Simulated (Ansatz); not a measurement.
MnSb (Fm-3m): free moments from the typed start

The calculation used DFT, PBEsol, PAW with Ansatz's default frozen-core files, scalar-relativistic in Ansatz.

Command: `ansatz run input.yaml --threads 2 --pin off --max-ram 5120MiB --backend cpu --events-out ev --progress --plain --runs-dir out`

```yaml
crystal:
  lattice:
    - [0.0, 2.795016, 2.795016]
    - [2.795016, 0.0, 2.795016]
    - [2.795016, 2.795016, 0.0]
  atoms:
    - { symbol: Mn, position: [0.0, 0.0, 0.0], spin: 4.0 }
    - { symbol: Sb, position: [0.5, 0.5, 0.5] }
magnetization:
  spin_polarized: true
kpoints:
  mp_grid: { grid: [12, 12, 12] }
scf:
  occupations: { method: fermi_dirac, width: 0.08 }
  lower_state_search: "off"
hamiltonian:
  xc: pbesol
  pseudopotentials: { kind: paw }
output:
  forces: true
  stress: true
  eigenvalues: true
```

The program prints:

```
Engine: ansatz 0.2.0
Pseudopotentials: kind: paw
Pseudopotential: Mn, paw, valence charge 15, recommended cutoff 420 eV (normal), Mn.paw.azcp
Pseudopotential: Sb, paw, valence charge 15, recommended cutoff 420 eV (normal), Sb.paw.azcp
Functional definition: PBEsol
  exchange = pbesol_x
  correlation = pbesol_c
Crystal: 2 atoms, lattice volume = 43.670 Å³
Basis set: ecut = 420 eV, 869 PW (Γ), exchange–correlation on 54×54×54 points (8 copies of the dense FFT grid, shifted against one another)
Bands: 21, of which v1, the nominal top of the filled ones, is band 15 counted from 1 (14 counted from 0)
Symmetry: 48 space group operations
Space group: Fm-3m (ITA 225), of the structure as read, at distance tolerance 3.5e-5 Å
Magnetic group: BNS 225.116 (UNI 1618), of the structure as read, at distance tolerance 3.5e-5 Å
k-points: 72 of 1728
Non-local potential: Mn, projectors of the file, l = 0: 3, l = 1: 2, l = 2: 3, l = 3: 1
Non-local potential: Sb, projectors of the file, l = 0: 2, l = 1: 2, l = 2: 2, l = 3: 2
PAW form: soft (Blöchl's): semilocal exchange-correlation on the pseudo side does not see the compensation charge
PAW frozen core: Mn, regenerated for the run's functional, and the local potential with it (the file was generated under x = pbe(κ = 0.804, μ = 0.2195149727645171), c = pbe(β = 0.06672455060314922))
PAW frozen core: Sb, regenerated for the run's functional, and the local potential with it (the file was generated under x = pbe(κ = 0.804, μ = 0.2195149727645171), c = pbe(β = 0.06672455060314922))
PAW one-centre angular grid: Mn, 590 points (default); XC on 64 Gauss nodes
PAW one-centre angular grid: Sb, 590 points (default); XC on 64 Gauss nodes
Initial density: superposition of atomic densities (chi_scale 0.1, normalization cell)
Starting moments: Σ|m| = 4 μB on 1 of 2 sites
Initial wavefunctions: pseudopotential atomic-orbital guess
Functional: x = pbesol(κ = 0.804, μ = 0.12345679012345678), c = pbesol(β = 0.046)
SCF iter   1: F=—  HF=-10276.442822 eV  |F-HF|=—  |Δ(HF+E_count)|=         —  Δρ=2.89e-2 (↑2.25e-2 ↓2.89e-2)  dr2=1.17e0  dr2_m=2.81e-2  M=3.654 μB ∫|m|=3.903 μB  β_m=0.30  ethr=3.10e-3  ⟨swp⟩=5.5  Hψ=12549  notcnv=0
preconditioner: auto → Kerker (q_TF=auto, 2.563 Å⁻¹)  [metal: Δε(μ)=0.008 eV  Ē_g=7.721 eV  σ=0.080 eV  W_gap=0.02  n_scr=14 (ndim 8)  ℏωp=19.5 eV  f_vac=0.000  D(μ)=1.45/eV (n_scr^D=14)]
[...]
SCF iter   7: F=—  HF=-10276.353531 eV  |F-HF|=—  |Δ(HF+E_count)|=   2.73e-6  Δρ=1.47e-4 (↑1.08e-4 ↓1.47e-4)  dr2=3.25e-5  dr2_m=4.27e-7  M=3.834 μB ∫|m|=4.133 μB  β_m=0.92  ethr=5.42e-7  ⟨swp⟩=1.2  Hψ=3144  notcnv=0  defer=20
[...]
  E_band       = -426.943234
  E_kinetic    = 509.307883
  E_local      = -3665.570844  (includes V_loc(G=0)·N_el)
  E_nonlocal   = 615.757925
  E_hartree    = 1577.233602
  E_xc         = -248.303718
  E_vxc        = -239.045309  (∫ρ·V_xc dr)
  E_paw        = -5776.328227  (= ΣΔE_a)
  E_vpaw       = -801.852831  (= ΣTr[D̂ρ^β])
  E_aug_tail   = -0.000011  (compensation charges beyond the density's cutoff)
  E_ewald      = -3288.931981
  E_core_change = 0.501507  (= ΣΔE_core)
  E_smearing   = -0.019661  (= −TS)
  E_closure    = 0.000000  (closes the sum)
  Σ components = -10276.353525   (vs F -10276.353525, Δ=0.00e0)
--- Forces (eV/Å), atoms counted from 1 ---
  atom   1  Mn    -0.00000000     0.00000000     0.00000000
  atom   2  Sb     0.00000000    -0.00000000     0.00000000
  max |Σ_I F_I| component: 6.23e-29 eV/Å
--- Stress (GPa, compression-positive) ---
       -4.160923      -0.000000       0.000000
        0.000000      -4.160923      -0.000000
       -0.000000      -0.000000      -4.160923
  P = ⅓ Tr σ = -4.1609 GPa (-41.609 kbar)
--- Band table (eV; the first three rows and the last of 144) ---
  k-point 0 ↑: bands = ["-69.4061", "-38.2827", "-38.2827", "-38.2827", "-16.8784", "-16.8784", "-16.8494", "-16.8494", "-16.8494", "0.2389", "8.7794", "8.7794", "8.7794", "9.0112", "9.0112", "13.0684", "13.0684", "13.0684", "16.6628", "19.8437", "20.0721"]
  k-point 1 ↑: bands = ["-69.4061", "-38.2829", "-38.2827", "-38.2827", "-16.8781", "-16.8781", "-16.8491", "-16.8488", "-16.8488", "0.3310", "8.7296", "8.7804", "8.7804", "8.9567", "8.9567", "12.3816", "13.1574", "13.1574", "17.1810", "19.0833", "20.0446"]
  k-point 2 ↑: bands = ["-69.4060", "-38.2835", "-38.2829", "-38.2829", "-16.8773", "-16.8773", "-16.8484", "-16.8470", "-16.8470", "0.6030", "8.5316", "8.6829", "8.6829", "8.9237", "8.9237", "11.1350", "13.3930", "13.3930", "17.3227", "19.3451", "19.3451"]
  k-point 71 ↓: bands = ["-65.4484", "-34.3937", "-34.3937", "-34.3929", "-16.8967", "-16.8873", "-16.8660", "-16.8660", "-16.8542", "2.9625", "8.2082", "8.2082", "8.8652", "12.4917", "12.7581", "12.7581", "12.9856", "13.0894", "18.4604", "19.0548", "20.1660"]
```

Site moments (μB): Mn1 3.78, Sb2 -0.09. Cell moment 3.83 μB.

The magnetic group in the log treats spin as a scalar label, without spin–orbit coupling.

The PAW files were made with PBE; the program remakes their cores once for the run's functional and then keeps them frozen. The Ansatz runs typed with the search for lower states off end where their start leads. Spin–orbit coupling is left out although heavy atoms are present. The magnetic state is the one that this cell and start allow. It needn't be the compound's measured order, which may need a larger cell or be absent.

It took 4.2 s on 2 threads of Arm Neoverse V1, on a shared host, peak memory 0.4 GiB.
